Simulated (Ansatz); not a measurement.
# How far is PAW off for InF?

```yaml
crystal:
  lattice:
    - [3.64429, 0.00000, 0.00000]
    - [-1.82214, 3.15604, 0.00000]
    - [0.00000, 0.00000, 8.90509]
  atoms:
    - { symbol: In, position: [0.33333, 0.66667, 0.00881] }
    - { symbol: In, position: [0.66667, 0.33333, 0.50881] }
    - { symbol: F, position: [0.33333, 0.66667, 0.36719] }
    - { symbol: F, position: [0.66667, 0.33333, 0.86719] }
```

Atom numbers follow the list: In1, In2, F3, F4.

The structure comes from a relaxation in the same program, started in the wurtzite type, and has space group P6_3mc. Whether it is a known phase or the ground state wasn't checked.

Spin–orbit coupling is left out, though it moves levels of the heavy atoms by tenths of an eV or more.

Levels of theory: DFT, PBE, PAW with Ansatz's default frozen-core files, scalar-relativistic (Ansatz 0.2.0); DFT, PBE, all-electron LAPW, scalar-relativistic (Ansatz 0.2.0).

For PAW: a Γ-centred 14×14×8 k mesh, Fermi–Dirac smearing of 0.05 eV, cutoff 420 eV, no spin polarisation. LAPW targets a basis error of 1 meV/atom. The Ansatz runs share mesh, smearing and spin set-up. Plane-wave (PAW) pressures include the program's estimate of the Pulay term.

Stress and pressure are positive in compression.

Levels count from the top of the valence band.

PAW results:

```tsv
quantity	PAW
pressure (GPa)	0.01
band gap (eV)	1.624
highest filled level at L (eV)	-0.514
lowest empty level at L (eV)	1.673
highest filled level at A (eV)	-2.444
lowest empty level at A (eV)	2.740
highest filled level at K (eV)	-0.033
lowest empty level at K (eV)	2.483
```

(1) What does LAPW (all electrons) give for the same quantities?

Results:

(1) 
```json
{"quantity": "pressure (GPa)", "LAPW": "0.01"}
{"quantity": "band gap (eV)", "LAPW": "1.624"}
{"quantity": "highest filled level at L (eV)", "LAPW": "-0.514"}
{"quantity": "lowest empty level at L (eV)", "LAPW": "1.673"}
{"quantity": "highest filled level at A (eV)", "LAPW": "-2.444"}
{"quantity": "lowest empty level at A (eV)", "LAPW": "2.739"}
{"quantity": "highest filled level at K (eV)", "LAPW": "-0.033"}
{"quantity": "lowest empty level at K (eV)", "LAPW": "2.483"}
```
